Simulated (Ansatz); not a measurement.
Elastic constants of Ni₃O₂: input and output

These are results of DFT PBEsol, scalar-relativistic, plane waves, PAW in Ansatz, not measurements.

Launched with:
```bash
ansatz run input.yaml --threads 2 --pin off --max-ram 6144MiB --backend cpu --events-out ev --progress --plain --runs-dir out
```

Input (bare energies are in eV):
```yaml
crystal:
  lattice:
    - [2.8548497698, 1.648248283, 1.919600678]
    - [-2.8548497698, 1.648248283, 1.919600678]
    - [0.0, -3.2964965662, 1.9196006779]
  atoms:
    - { symbol: Ni, position: [0.5, -1.4191e-06, 1.0000014191] }
    - { symbol: Ni, position: [1.0000014191, 0.5, -1.4191e-06] }
    - { symbol: Ni, position: [-1.4191e-06, 1.0000014191, 0.5] }
    - { symbol: O, position: [0.2771997102, 0.2771997102, 0.2771997102] }
    - { symbol: O, position: [0.7228002898, 0.7228002898, 0.7228002898] }
basis:
  ecutwfc: 420
kpoints:
  mp_grid: { grid: [12, 12, 12] }
hamiltonian:
  xc: pbesol
scf:
  occupations: { method: fermi_dirac, width: 0.15 }
output:
  forces: true
  stress: true
  eigenvalues: true
elastic:
  mode: relaxed_ion
  amplitude: 0.005
  stencil: two_point
```

From the output:
```
--- Elastic constants: 3 strain directions × 2 members + reference (group order 12) ---
  dense FFT box of the reference and of every strained cell: 27×27×27
  strains applied: 11, 33, 23; error gains: componentwise 1.00 (the most a stress slope's error grows in a printed constant), spectral 1.41 (1 for all six strains in a standard setting)
  C = ∂σ_k/∂η_j (tension-positive GPa; Voigt order 11 22 33 23 13 12):
       110.348     97.045     76.739     -9.958      0.000      0.000
        97.045    110.348     76.739      9.958      0.000      0.000
        76.727     76.727    129.228      0.000      0.000      0.000
        -9.958      9.958      0.000     42.254      0.000      0.000
        -0.000      0.000     -0.000     -0.000     42.254     -9.958
         0.000      0.000      0.000      0.000     -9.958      6.651
  reference stress σ⁰ (GPa):     -0.003     -0.003      0.006     -0.000      0.000      0.000
  C* (energy form; C + prestress term) asymmetry max|C*_kj − C*_jk| = 3.239e-3 GPa — a small one proves nothing (zero by symmetry where the batch's group is 432, −43m or m−3m); a large one is finite-difference/SCF noise where every solve ...
  moduli (Voigt/Reuss/Hill, GPa): K = 94.55/94.55/94.55   G = 24.86/8.69/16.77   E = 47.51   ν = 0.416
  mechanically stable: yes (min eigenvalue of sym C = 4.06 GPa)
  strain η (Voigt 11):  stress-route row diagonal C_11 = 110.35 GPa, energy-path curvature d²(F+E_count+ΔE)/dδ²/Ω₀ = 110.38 GPa
         δ    σ_11 (GPa) F (eV) n_scf n_hpsi n_pw
    -5.000e-3      -0.5554      -18533.9012893      10  345288   1077   relax 4 steps, max|allowed force component| 8.06e-6 eV/Å
     5.000e-3       0.5481      -18533.9012941      10  340143   1086   relax 3 steps, max|allowed force component| 4.44e-5 eV/Å
  strain η (Voigt 33):  stress-route row diagonal C_33 = 129.23 GPa, energy-path curvature d²(F+E_count+ΔE)/dδ²/Ω₀ = 129.43 GPa
         δ    σ_33 (GPa) F (eV) n_scf n_hpsi n_pw
    -5.000e-3      -0.6541      -18533.9012051      10  135598   1081   relax 3 steps, max|allowed force component| 3.00e-5 eV/Å
     5.000e-3       0.6381      -18533.9012296      10  139399   1093   relax 3 steps, max|allowed force component| 1.35e-6 eV/Å
  strain η (Voigt 23):  stress-route row diagonal C_44 = 42.25 GPa, energy-path curvature d²(F+E_count+ΔE)/dδ²/Ω₀ = 42.37 GPa
         δ    σ_23 (GPa) F (eV) n_scf n_hpsi n_pw
    -5.000e-3      -0.2126      -18533.9015845      10  352421   1081   relax 5 steps, max|allowed force component| 1.31e-6 eV/Å
     5.000e-3       0.2099      -18533.9015881      10  344111   1081   relax 3 steps, max|allowed force component| 3.79e-6 eV/Å
```

Time: 14 min on 2 threads of Arm Neoverse V2, on a shared host, peak memory 1.1 GiB.

The cell was built by swapping an element in a database structure (itself possibly hypothetical) and relaxing; it need not be the stable form of this composition. In a metal, frequencies and elastic constants depend on the k mesh and the smearing, soft modes and shear constants most. Spin polarisation was left out, and a magnetic state may lie lower. A semilocal functional can close a gap that the real compound has.

The least eigenvalue is 4.1 GPa; in a metal on this mesh the verdict on stability isn't firm within about 20 GPa or a tenth of the bulk modulus.